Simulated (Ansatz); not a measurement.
## InGaAs$_{2}$: computed property card

InGaAs2:
```
CELL_PARAMETERS angstrom
      2.08185     1.20195     6.82403
     -2.08185     1.20195     6.82403
      0.00000    -2.40391     6.82403
ATOMIC_POSITIONS crystal
  In 0.62447 0.62447 0.62447
  Ga 0.12484 0.12484 0.12484
  As 0.00530 0.00530 0.00530
  As 0.49538 0.49538 0.49538
```

Space group R3m (No. 160); conventional cell a = b = 4.164 Å, c = 20.472 Å, α = β = 90.00°, γ = 120.00°.

Method: plane-wave PAW r²SCAN (Ansatz code). Geometry: relaxed at this level of theory. Other levels are named where they apply.

### Cell and energy

```yaml
volume_per_atom: 25.61 Å³
density: 5.42 g/cm³
```

### Electronic structure

```yaml
band_gap: 0.12 eV (direct)
valence_band_maximum: at Γ
conduction_band_minimum: at Γ
electron_effective_mass: 0.012, 0.012, 0.030 mₑ (principal values)
Hole effective mass, band 1 of 2 at the edge: 0.54 along x, 0.91 along z (mₑ)
Hole effective mass, band 2 of 2 at the edge: 0.012 along x, 0.91 along z (mₑ)
HSE06 gap on the r²SCAN cell: 0.43 eV
Gap with spin–orbit coupling: 0.02 eV
```

### Mechanics

```yaml
Bulk modulus (Birch–Murnaghan fit): 62.5 GPa
Pressure derivative B′: 4.6
Elastic constants (relaxed ions, GPa): C11 = 114, C12 = 37.6, C13 = 33.2, C14 = -10.2, C33 = 130, C44 = 31.8
mechanical_stability: stable (all eigenvalues of C positive)
hill_bulk_and_shear_moduli: 62.8 and 35.5 GPa
Young's modulus: 89.7 GPa
Poisson's ratio: 0.26
debye_temperature_from_the_elastic_constants: 288 K
```

### Phonons

```yaml
Highest zone-centre frequency (without LO–TO term): 248 cm⁻¹
zone_centre_stability: no imaginary mode at Γ
```

### Charges

```yaml
bader_charges: In +0.83, Ga +0.76, As -0.83 to -0.76 e
```

The workflow started from a Materials Project entry (that database holds measured and hypothetical structures alike); the Crystallography Open Database copy checked does not list it. With In and Ga taken as one species the cell has the higher symmetry F-43m, so it may be an ordered model of a mixed-site phase. Its standing as an ambient phase is unchecked. The r²SCAN relaxation kept the symmetry of its start. Scalar-relativistic: spin–orbit coupling is off unless named, which matters more the heavier the elements.

Potentials: the later of the program's two PAW sets.
